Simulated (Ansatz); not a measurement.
**Straining Bi₂Pd**

The calculation used Ansatz 0.2.0, DFT r2SCAN, scalar-relativistic, plane waves, PAW. Run with 500 eV cutoff, 10×10×4 k-mesh, Gaussian smearing of 0.10 eV, no spin polarisation.

Reference structure (relaxed):

```
CELL_PARAMETERS angstrom
3.38265 0.00000 0.00000
0.00000 3.38265 0.00000
0.00000 0.00000 13.23275
ATOMIC_POSITIONS crystal
Bi 0.00000 0.00000 0.36709
Bi 0.50000 0.50000 0.13291
Bi 0.50000 0.50000 0.86709
Bi 0.00000 0.00000 0.63291
Pd 0.00000 0.00000 0.00000
Pd 0.50000 0.50000 0.50000
```

Deformation: c alone is stretched, the rest of the cell is held and the atoms relax, all within the symmetry that the strain leaves. Energies are extrapolated to zero smearing. Stress is positive in compression, on the Cartesian axes of the cell above. On this cell's mesh the reference holds a stress of up to 0.12 GPa.

Spin–orbit coupling is left out, which can shift energies with elements as heavy as these.

Strains computed: -1.5, +1.5 %.

**Question.** At which strain does the energy stand 0.5 meV/atom over the relaxed crystal with σxx = 0.58, σyy = 0.58, σzz = 0.69 GPa?

**Answer.** -1.5 %.